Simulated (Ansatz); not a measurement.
AlBN₂:
```cif
data_AlBN2
_chemical_formula_sum 'B1 N2 Al1'
_space_group_name_H-M_alt 'P 1'
_space_group_IT_number 1
_cell_length_a 2.84984
_cell_length_b 2.84984
_cell_length_c 4.66471
_cell_angle_alpha 90.000
_cell_angle_beta 90.000
_cell_angle_gamma 120.000
loop_
_space_group_symop_operation_xyz
  'x, y, z'
loop_
_atom_site_label
_atom_site_type_symbol
_atom_site_fract_x
_atom_site_fract_y
_atom_site_fract_z
_atom_site_occupancy
B1 B 0.33333 0.66667 0.01908 1
N1 N 0.33333 0.66667 0.34420 1
Al1 Al 0.66667 0.33333 0.50070 1
N2 N 0.66667 0.33333 0.90602 1
```

Relaxed with PBEsol.

Question: Give the optical modes at the zone centre with their infrared activity from DFPT, the program Ansatz at the PBEsol level (PAW).

Answer: Transverse frequencies, without the LO–TO term; a row sums one degenerate level.

```csv
ω (cm⁻¹),degeneracy,IR ((D/Å)²/amu),activity,symmetry
301,2,4.16,IR,E
549,2,30.64,IR,E
668,1,14.47,IR,A1
813,2,32.84,IR,E
869,1,0.00,IR-inactive,A1
1017,1,23.19,IR,A1
```

Question: How high does the top mode go among those that the LO–TO term moves?

Answer: 991 cm⁻¹ for q along x, 991 cm⁻¹ for q along y, 1188 cm⁻¹ for q along z.

Space group P3m1. The start of the workflow was typed in or built on a structure type; neither database checked (COD, Materials Project) lists it. Whether it is the stable phase at ambient conditions was not checked. The PBEsol relaxation kept the symmetry of its start; whether a distortion lowers the energy is not shown.

Potentials: the earlier of the program's two PAW sets. The files were generated under PBE; for other functionals the program regenerates the frozen cores, and for LDA and PBEsol the local potential too.
